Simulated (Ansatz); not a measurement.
Given:

BAs:
```cif
data_AsB
_chemical_formula_sum 'B1 As1'
_space_group_name_H-M_alt 'P-6m2'
_space_group_IT_number 187
_space_group_name_Hall 'P -6 2'
_cell_length_a 3.15438
_cell_length_b 3.15438
_cell_length_c 2.87852
_cell_angle_alpha 90.000
_cell_angle_beta 90.000
_cell_angle_gamma 120.000
loop_
_atom_site_label
_atom_site_type_symbol
_atom_site_symmetry_multiplicity
_atom_site_Wyckoff_symbol
_atom_site_fract_x
_atom_site_fract_y
_atom_site_fract_z
_atom_site_occupancy
B1 B 1 a 0.00000 0.00000 0.00000 1
As1 As 1 f 0.66667 0.33333 0.50000 1
```

This is the PBEsol-relaxed structure.

Question: All from the program Ansatz at the PBEsol level (PAW), unless another level is named. Predict the electronic character.

Answer: metallic (no gap).

Question: Predict the formation energy from the elements (no fitted shifts).

Answer: 1.03 eV/atom.

Question: And the gap with spin–orbit coupling?

Answer: none (metallic).

A made-up cell: these elements were put on the sites of a structure type; neither database checked (COD, Materials Project) lists it. It is not the phase usual at ambient conditions (space group No. 216). The PBEsol relaxation kept the symmetry of its start. At this level the phase is dynamically unstable (imaginary phonons). The references are the lowest solids computed at this level, not always the standard phases. Spin–orbit coupling is left out wherever it is not named.

Potentials: the later of the program's two PAW sets.
